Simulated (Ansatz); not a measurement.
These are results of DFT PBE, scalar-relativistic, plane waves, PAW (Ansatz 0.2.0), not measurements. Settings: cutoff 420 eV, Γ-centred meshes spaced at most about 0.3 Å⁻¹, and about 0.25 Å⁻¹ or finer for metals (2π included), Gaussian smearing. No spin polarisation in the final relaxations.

All energies are static (0 K, no zero-point motion).

Two forms of Sc₂SbP₃ were relaxed alike.

A.

```cif
data_structure
_symmetry_space_group_name_H-M 'P6/mmm'
_symmetry_Int_Tables_number 191
_cell_length_a 6.2434
_cell_length_b 6.2434
_cell_length_c 3.7609
_cell_angle_alpha 90.000
_cell_angle_beta 90.000
_cell_angle_gamma 120.000
_cell_volume 126.96
loop_
_atom_site_label
_atom_site_type_symbol
_atom_site_symmetry_multiplicity
_atom_site_Wyckoff_symbol
_atom_site_fract_x
_atom_site_fract_y
_atom_site_fract_z
_atom_site_occupancy
Sc1 Sc 2 d 0.33333 0.66667 0.50000 1
Sb1 Sb 1 a 0.00000 0.00000 0.00000 1
P1 P 3 f 0.50000 0.00000 0.00000 1
```

B.

```cif
data_structure
_symmetry_space_group_name_H-M 'P6/mmm'
_symmetry_Int_Tables_number 191
_cell_length_a 5.8014
_cell_length_b 5.8014
_cell_length_c 4.0219
_cell_angle_alpha 90.000
_cell_angle_beta 90.000
_cell_angle_gamma 120.000
_cell_volume 117.23
loop_
_atom_site_label
_atom_site_type_symbol
_atom_site_symmetry_multiplicity
_atom_site_Wyckoff_symbol
_atom_site_fract_x
_atom_site_fract_y
_atom_site_fract_z
_atom_site_occupancy
Sc1 Sc 2 c 0.33333 0.66667 0.00000 1
Sb1 Sb 1 a 0.00000 0.00000 0.00000 1
P1 P 3 g 0.50000 0.00000 0.50000 1
```

Question: Which is lower in energy, and by how much?

Answer: A is lower, by 36 meV/atom. A has space group P6/mmm (No. 191), 21.2 Å³/atom and no gap on its mesh; B has space group P6/mmm (No. 191), 19.5 Å³/atom and no gap. Counting P or Sb atoms around Sc (for each partner element, those within 1.25 times its shortest distance or 1.15 times the sum of covalent radii, where it is the nearest in units of that sum or under 1.3; a plus sign parts groups by distance over the sum of covalent radii), A has Sc 6 and B has Sc 6+3. The lower one is the more open, so pressure narrows the difference. Both come from invented guesses. A third cell relaxed alike, in P-4m2, lies 28 meV/atom below the lower of the two.

These runs have no spin–orbit coupling, which can matter for Sb. Cells relaxed within their symmetry can be saddle points.
